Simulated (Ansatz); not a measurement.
# Ru: from a starting cell to a relaxed one

The start is a generated trial cell of Ru in the simple-cubic structure type. The cell and all atomic positions are relaxed at zero pressure with r2SCAN (plane waves to 500 eV, PAW, scalar-relativistic; Ansatz, a program for electronic structure). First-step values are on the input's coarse k-mesh.

Ansatz input (later rounds restart from its end on a renewed k-mesh):
Ansatz 0.2 input:
```yaml
crystal:
  lattice:
    - [2.472796, 0, 0]
    - [0, 2.472796, 0]
    - [0, 0, 2.472796]
  atoms:
    - { symbol: Ru, position: [0, 0, 0] }
basis: { ecutwfc: 500, ecutrho_ratio: 4, xc_grid: 4, fft_grid_basis: typed }
kpoints: { mp_grid: { grid: [13, 13, 13] } }
hamiltonian:
  xc: r2scan
  dispersion: none
  pseudopotentials: { azcp: { folder: ./paw }, kind: paw }
scf: { occupations: { method: fermi_dirac, width: 0.05 } }
relax: { f_tol: 0.01, max_steps: 100, cell: { stress_tol: 0.02 } }
output: { forces: true, stress: true }
```

```json
{
 "initial_pressure": "+5.8 GPa (positive: the cell is compressed)",
 "outcome": "The space group stays Pm-3m (No. 221) (the run could not lower it); the end is simple cubic type, with 1 atom in the primitive cell",
 "volume_change": "+2.3 %, from 15.12 to 15.47 Å³/atom",
 "Shortest distances (start → end)": "The closest pairs of elements (up to four, under 3.6 Å), start → end: Ru–Ru 2.47 → 2.49 Å",
 "band_gap_at_the_end": "no gap (metallic)",
 "optimiser_moves": "5"
}
```

Final values are on a 19×19×19 k-mesh of the relaxed cell. No spin polarisation in the result.

The run could not lose the symmetry of its start, so the end can be a saddle point.

The relaxed structure here is a generated cell of Ru: the first start was made by placing the elements on the sites of a structure type, and the end was not matched to a known phase here, so it may be hypothetical. Known forms of Ru include space group No. 194.
